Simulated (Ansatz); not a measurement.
As (bcc (W type), space group No. 229) under volume change, PBE (plane waves, PAW; program Ansatz), scaled uniformly.

```
V (Å³/atom)  E − E(relaxed) (meV/atom)  P (GPa)
-----------  -------------------------  -------
17.379                            45.4     9.03
17.952                            19.2     5.67
18.525                             4.5     2.60
19.098                             0.0     0.00
19.671                             4.1    -2.26
20.244                            15.7    -4.16
20.817                            33.5    -5.73
```

Question: What does a third-order Birch–Murnaghan fit give for V₀, B₀ and B′?

Answer: V₀ = 19.10 Å³/atom, B₀ = 79.7 GPa, B′ = 4.0.

Space group Im-3m (bcc (W type)). The cell is a constructed one: a structure type filled with these elements; neither database checked (COD, Materials Project) lists it. It is not the phase usual at ambient conditions (space group No. 166). The cell was relaxed with PBE under the symmetry of its start; its stability against distortions is not shown here.

Potentials: the later of the program's two PAW sets.
